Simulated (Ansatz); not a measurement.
B₂Ru:
```cif
data_B4Ru2
_chemical_formula_sum 'B4 Ru2'
_space_group_name_H-M_alt 'Pmmn :1'
_space_group_IT_number 59
_space_group_name_Hall 'P 2 2ab -1ab'
_cell_length_a 2.82975
_cell_length_b 4.59831
_cell_length_c 4.00072
_cell_angle_alpha 90.000
_cell_angle_beta 90.000
_cell_angle_gamma 90.000
loop_
_space_group_symop_operation_xyz
  'x, y, z'
  '-x, -y, z'
  'x+1/2, -y+1/2, -z'
  '-x+1/2, y+1/2, -z'
  '-x+1/2, -y+1/2, -z'
  'x+1/2, y+1/2, -z'
  '-x, y, z'
  'x, -y, z'
loop_
_atom_site_label
_atom_site_type_symbol
_atom_site_symmetry_multiplicity
_atom_site_Wyckoff_symbol
_atom_site_fract_x
_atom_site_fract_y
_atom_site_fract_z
_atom_site_occupancy
B1 B 4 e 0.00000 0.19568 0.36280 1
Ru1 Ru 2 a 0.00000 0.00000 0.84870 1
```

This is the LDA-relaxed structure.

All from the program Ansatz at the LDA level (PAW), unless another level is named. Estimate the highest zone-centre frequency.

841 cm⁻¹.

What about the bulk modulus (Birch–Murnaghan fit)?

312 GPa.

The first step of the workflow began from a Materials Project structure, measured or hypothetical; the Crystallography Open Database files this formula in space group No. 59, but the cells were not matched. Its standing as an ambient phase is unchecked. Symmetry was held in the LDA relaxation; whether a distortion lowers the energy is not shown. No spin polarisation was allowed. As this level gives no gap, phonon frequencies hold no LO–TO term and depend on the k-mesh and smearing (Fermi–Dirac, 0.1 eV here).

Potentials: the later of the program's two PAW sets.
